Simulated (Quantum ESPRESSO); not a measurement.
# Strain and stress in Al2MoTa2Zr3

These are calculations, not measurements. They come from Quantum ESPRESSO 7.5, a public plane-wave density functional program. Each row is one single-point run on a made-up periodic cell of eight metal atoms, with elements, volume, strain and displacements drawn at random and not relaxed, so a cell may be unstable or far from any real phase. There is no spin polarisation or spin-orbit coupling.

Settings: PBE unless stated; PseudoDojo standard norm-conserving files; Fermi-Dirac width 0.25 eV, which means electrons at about 2900 K; cutoff 1088 eV; 5 x 5 x 4 k mesh shifted half a step off Gamma. E is the free energy of the whole cell (internal energy minus TS), so a -TS column is already part of it. Stress is positive in tension, and the pressure P is minus a third of its trace.

Checks: one run of this series was repeated at a higher cutoff and on a denser mesh, which moved values by no more than 0.007 eV, 0.03 GPa and 0.007 eV/Å, and a second program with other atomic files agreed on it to 2 % rms in force and 0.5 GPa in pressure. Known limits: heavy elements are run without spin-orbit coupling, which real alloys of them have; a spin test at this wide smearing found no moment, but such smearing suppresses magnetism that the real alloy may have.

The lattice is face-centred cubic, and the cell vectors in Å are (-2.245, -4.460, -2.136); (-4.343, 2.146, 2.158); (0.070, 4.463, -4.348), a volume of 167.83 Å³ in run 3. The elements on sites 1 to 8 are Al Ta Zr Al Zr Zr Mo Ta. Each run adds the same stretch e along x and y to one drawn cell, with the atoms carried along. E is counted from run 3.

```
run  e (%)  s_xx (GPa)  s_yy (GPa)  s_zz (GPa)  s_xy (GPa)  P (GPa)  E (meV)
  1  -2.44        2.16        4.75        4.33        1.79    -3.75   -325.0
  2  -0.75        5.70        8.32        7.85        1.62    -7.29   -141.8
  3   0.12        7.33        9.95        9.47        1.54    -8.91      0.0
  4   0.51        8.02       10.63       10.15        1.50    -9.60     73.2
  5   0.98        8.82       11.43       10.94        1.45   -10.40    169.6
  6   1.88           ?           ?           ?           ?        ?        ?
  7   2.12       10.62       13.20       12.72        1.35   -12.18    436.3
```

## Worked fit

A parabola through the runs shown gives s_xx = 7.11 + 1.828 e - 0.082 e² GPa with e in per cent, an error of 0.001 on the linear term and a scatter of 0.00 GPa. The atoms are clamped and the cell is already under stress, so the slope belongs to this path and is not an elastic constant of a real alloy.

## Withheld run

Question: what s_xx should run 6 give?

The fit gives 10.26 ± 0.01 GPa. The calculation gave 10.26 GPa.
